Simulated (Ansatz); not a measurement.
# WS2 with an S vacancy: gradients before and after relaxing the atoms

Start: a supercell of WS2 (space group P6_3/mmc) built from a structure deposited in the COD (the entry's cell lengths or inner coordinates differ somewhat from later room-temperature determinations), with all atoms left at the host's positions.

```cif
data_W18S35
_symmetry_space_group_name_H-M 'P3m1'
_symmetry_Int_Tables_number 156
_cell_length_a 9.5400
_cell_length_b 9.5400
_cell_length_c 12.5000
_cell_angle_alpha 90.000
_cell_angle_beta 90.000
_cell_angle_gamma 120.000
loop_
_atom_site_label
_atom_site_type_symbol
_atom_site_symmetry_multiplicity
_atom_site_Wyckoff_symbol
_atom_site_fract_x
_atom_site_fract_y
_atom_site_fract_z
W1 W 1 a 0.0000 0.0000 0.2500
W2 W 6 e 0.0000 0.3333 0.2500
W6 W 1 b 0.3333 0.6667 0.2500
W8 W 1 c 0.6667 0.3333 0.2500
W10 W 3 d 0.1111 0.8889 0.7500
W12 W 3 d 0.1111 0.5556 0.7500
W14 W 3 d 0.4444 0.2222 0.7500
S19 S 6 e 0.0000 0.3333 0.6250
S23 S 1 b 0.3333 0.6667 0.6250
S25 S 1 c 0.6667 0.3333 0.6250
S27 S 3 d 0.1111 0.8889 0.1250
S29 S 3 d 0.1111 0.5556 0.1250
S31 S 3 d 0.4444 0.2222 0.1250
S36 S 1 a 0.0000 0.0000 0.8750
S37 S 6 e 0.0000 0.3333 0.8750
S41 S 1 b 0.3333 0.6667 0.8750
S43 S 1 c 0.6667 0.3333 0.8750
S45 S 3 d 0.1111 0.8889 0.3750
S47 S 3 d 0.1111 0.5556 0.3750
S49 S 3 d 0.4444 0.2222 0.3750
```

One atom of each set is listed.

Computed with Ansatz: DFT, PBE, plane waves and PAW, scalar-relativistic, 420 eV cutoff, Γ-centred 3×3×2 k-points, Fermi–Dirac smearing 0.01 eV, cell charge +2.

The largest force at the start is 0.82 eV/Å. Relaxing the ions at fixed cell moves them by 0.075 Å at most (atom 10, W) and 0.034 Å rms.

```
site  moved (Å)  first shell before   first shell after  V_zz before (10²¹ V/m²)  η before
  W1      0.004       6 S at 2.41 Å       6 S at 2.41 Å                   -15.94      0.00
 W10      0.075       5 S at 2.41 Å  5 S at 2.38–2.41 Å                    -22.3      0.51
 W12      0.028       6 S at 2.41 Å  6 S at 2.40–2.44 Å                   -14.96      0.09
 W14      0.023       6 S at 2.41 Å  6 S at 2.40–2.42 Å                   -17.22      0.05
 S19      0.071       3 W at 2.41 Å  3 W at 2.40–2.44 Å                    -3.79      0.38
 S25      0.011       3 W at 2.41 Å       3 W at 2.42 Å                    -4.54      0.00
 S36      0.070       3 W at 2.41 Å       3 W at 2.38 Å                    -3.08      0.00
 S37      0.026       3 W at 2.41 Å  3 W at 2.40–2.42 Å                    -4.62      0.55
 S41      0.040       3 W at 2.41 Å       3 W at 2.40 Å                    -3.74      0.00
 S43      0.008       3 W at 2.41 Å       3 W at 2.42 Å                    -3.98      0.00
```

(1) What are V_zz and η after the relaxation?

## Answers

(1) 

```csv
site,V_zz after,η after,change of V_zz
W1,-15.73,0.00,+0.21
W10,-20.7,0.48,+1.52
W12,-14.08,0.21,+0.88
W14,-17.28,0.04,-0.06
S19,-3.86,0.25,-0.07
S25,-4.90,0.00,-0.36
S36,-2.71,0.00,+0.37
S37,-4.83,0.37,-0.21
S41,-4.31,0.00,-0.57
S43,-4.12,0.00,-0.14
```

The largest change of V_zz is on W10, from -22.3 to -20.7. The whole tensor moves most on W12, by 2.63 along its most changed direction. In per cent, |V_zz| changes by -7 to 0 on W, -12 to +15 on S (all sites that start above 2). Where |V_zz| stays above 0.1 and the axes keep their order, η moves most on S37, from 0.55 to 0.37. On W12 V_xx and V_yy change places (or their axes turn by over 50°), so the two values of η hide a larger change. The table leaves out 10 of the 20 sites, with |V_zz| up to 15.97; their tensors move by 0.13 at most along any direction. The statements above cover all sites. The host's own positions weren't relaxed first, so part of the change far from the defect can be the host's relaxation.

The run isn't spin-polarised, and a state with spin may lie lower. The defect repeats with the cell of 53 atoms, so it feels its images: sites between two images don't show the values beside a lone defect, and zeros or small values of η there can come from the images' arrangement. S and W carry a gradient in the pure host already, so the values there aren't the defect's effect alone. A uniform background compensates the cell's charge. The defect cell has no gap above 0.1 eV on its mesh, so the values can hang on the smearing and the k-mesh. Without spin–orbit coupling the gradients at and beside W can be off by some per cent, at some sites by more.
Before: The neighbours have not yet relaxed around the defect (largest force 0.82 eV/Å), so a real crystal will differ.
After: The relaxation keeps the symmetry of the vacancy's site, so distortions that break it, Jahn–Teller ones too, aren't explored.
